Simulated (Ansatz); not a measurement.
# AlRu (Pm-3m), stationary points along a deformation path

Level of theory: DFT r2SCAN, scalar-relativistic, plane waves, PAW in Ansatz 0.2.0. Cutoff 500 eV, Γ-centred 22×22×22 k-points, Gaussian smearing of 0.15 eV. No spin polarisation. Energies are free energies at this smearing, counted from the undisturbed cell; pressure is positive in compression.

The undisturbed cell (as given, not relaxed at this level; it stands at -2.0 GPa, and it needn't be the usual structure):

```yaml
crystal:
  lattice:
    - [2.99160, 0.00000, 0.00000]
    - [0.00000, 2.99160, 0.00000]
    - [0.00000, 0.00000, 2.99160]
  atoms:
    - { symbol: Al, position: [0.00000, 0.00000, 0.00000] }
    - { symbol: Ru, position: [0.50000, 0.50000, 0.50000] }
```

At fixed volume and fractional coordinates, lengths along (0.577, 0.577, 0.577) are scaled against those across it; ρ is that ratio over its starting value. V = 13.387 Å³/atom. Δσ is the stress along the axis less the mean stress across it (compression positive).

```csv
ρ,ΔE (meV/atom),Δσ (GPa),space group
0.500,7857.5,606.02,R-3m
0.600,3371.3,307.41,R-3m
0.710,1278.8,153.57,R-3m
0.850,243.7,58.95,R-3m
0.930,43.3,22.52,R-3m
1.000,0.0,0.00,Pm-3m
1.080,39.1,-17.13,R-3m
1.200,183.4,-30.14,R-3m
1.410,480.2,-34.81,R-3m
1.700,841.4,-29.86,R-3m
2.000,986.9,0.00,Fm-3m
```

Q: How does the stress give the slope of the energy, and where is the energy stationary?

A: Along the path d ln(length) is 2/3 d ln ρ on the axis and −1/3 d ln ρ across it, so dE/d ln ρ = −(2/3) V Δσ: the energy falls with ρ where Δσ is positive. Δσ vanishes or changes sign at ρ = 1.000 (Pm-3m), a minimum at 0.0 meV/atom; at ρ = 2.000 (Fm-3m, an end of the scan), at 986.9 meV/atom. Pairs of stationary points between two samples would go unseen, and could change a minimum read from distant neighbours into a maximum. At ρ = 1.000, 2.000 the cell is cubic, where symmetry alone makes the stress isotropic and the slope zero.

Q: Which shear constant sets the curvature at ρ = 1?

A: For a cubic crystal E/V = (2/3) C (ln ρ)² with C = C44, so Δσ = −2C ln ρ. The parabola of Δσ against ln ρ through ρ = 0.930, 1 and 1.080 gives C ≈ 134 GPa with the ions clamped, rough because the steps are large. It is the stress–strain coefficient at this cell's pressure of -2.0 GPa, not the zero-pressure constant.

In a metal these slopes depend on the k mesh and the smearing.

Cost: 11 runs of about 6 core-minutes in all, on Intel Xeon Processor @ 2.70GHz (shared hosts).